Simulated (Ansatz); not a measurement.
V$_{2}$O$_{5}$:
```yaml
crystal:
  lattice:
    - [3.52677, 0.00000, 0.00000]
    - [0.00000, 6.25205, 0.00000]
    - [0.00000, 0.00000, 40.00000]
  atoms:
    - { symbol: V, position: [0.25000, 0.74216, 0.44987] }
    - { symbol: V, position: [0.25000, 0.19442, 0.48216] }
    - { symbol: O, position: [0.75000, 0.73983, 0.46522] }
    - { symbol: O, position: [0.25000, 0.03982, 0.44666] }
    - { symbol: O, position: [0.25000, 0.43951, 0.46849] }
    - { symbol: O, position: [0.75000, 0.14567, 0.49427] }
    - { symbol: O, position: [0.25000, 0.67758, 0.41231] }
    - { symbol: V, position: [0.75000, 0.25784, 0.55013] }
    - { symbol: V, position: [0.75000, 0.80558, 0.51784] }
    - { symbol: O, position: [0.25000, 0.26017, 0.53478] }
    - { symbol: O, position: [0.75000, 0.96018, 0.55334] }
    - { symbol: O, position: [0.75000, 0.56049, 0.53151] }
    - { symbol: O, position: [0.25000, 0.85433, 0.50573] }
    - { symbol: O, position: [0.75000, 0.32242, 0.58769] }
```
The layer is periodic in x and y and isolated along z.

Relaxed with r²SCAN+D4.

### Question
All from r²SCAN+D4 in the plane-wave PAW code Ansatz, unless another level is named. Give the electron effective mass, in the valley at Γ.

### Answer
0.51 along x, 1.3 along y (mₑ).

### Question
And the ionisation potential (Kohn–Sham)?

### Answer
9.16 eV.

### Question
What about the HSE06 gap on the r²SCAN+D4 cell?

### Answer
3.02 eV.

### Question
And the band gap?

### Answer
1.93 eV (indirect).

### Question
Predict the hole effective mass, in the valley on the S–Y line, 10 % of the way from S.

### Answer
2.8 along x, 6.7 along y (mₑ).

Space group P2_1/m. The layer was cut from a bulk entry of the Materials Project (measured or hypothetical); whether that bulk phase is the ambient one, and whether the layer has been isolated, was not checked. The cell was relaxed with r²SCAN+D4 under the symmetry of its start; whether a distortion lowers the energy is not shown. The workflow began spin-polarised and lost its moments. No Hubbard U is applied.

Potentials: the later of the program's two PAW sets.
